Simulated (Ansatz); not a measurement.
AlCr$_{2}$C:
```yaml
crystal:
  lattice:
    - [2.82261, 0.00000, 0.00000]
    - [-1.41130, 2.44445, 0.00000]
    - [0.00000, 0.00000, 12.63164]
  atoms:
    - { symbol: Al, position: [0.66667, 0.33333, 0.25000] }
    - { symbol: Al, position: [0.33333, 0.66667, 0.75000] }
    - { symbol: Cr, position: [0.33333, 0.66667, 0.41548] }
    - { symbol: Cr, position: [0.66667, 0.33333, 0.58452] }
    - { symbol: Cr, position: [0.66667, 0.33333, 0.91548] }
    - { symbol: Cr, position: [0.33333, 0.66667, 0.08452] }
    - { symbol: C, position: [0.00000, 0.00000, 0.50000] }
    - { symbol: C, position: [0.00000, 0.00000, 0.00000] }
```

Relaxed with r²SCAN. Special points in fractions of this cell's reciprocal vectors: Γ (0.000, 0.000, 0.000); M (0.500, 0.000, 0.000); K (0.333, 0.333, 0.000); A (0.000, 0.000, 0.500); L (0.500, 0.000, 0.500); H (0.333, 0.333, 0.500).

### Question
List the band energies nearest the Fermi level at these points for r²SCAN in the plane-wave PAW code Ansatz.

### Answer
In eV from the Fermi level; about four levels below and three above (degenerate sets whole), none deeper than 8.9 eV; points with the same levels are listed once.

| k | below | above |
|---|---|---|
| Γ | -0.32 -0.32 -0.29 -0.29 | 0.69 0.69 0.74 0.74 |
| M | -3.24 -3.18 -2.26 -2.23 | 0.13 0.24 0.35 |
| K | -2.43 -2.43 -1.99 -0.90 | 0.42 0.42 0.82 0.82 |
| A | -0.30 -0.30 -0.30 -0.30 | 0.71 0.71 0.71 0.71 |
| L | -3.19 -3.19 -2.24 -2.24 | 0.29 0.29 0.31 0.31 |
| H | -2.27 -2.27 -1.39 -1.39 | 0.36 0.36 0.93 0.93 |

Space group P6_3/mmc. The r²SCAN relaxation kept the symmetry of its start. The run is not spin-polarised.

Potentials: the later of the program's two PAW sets.
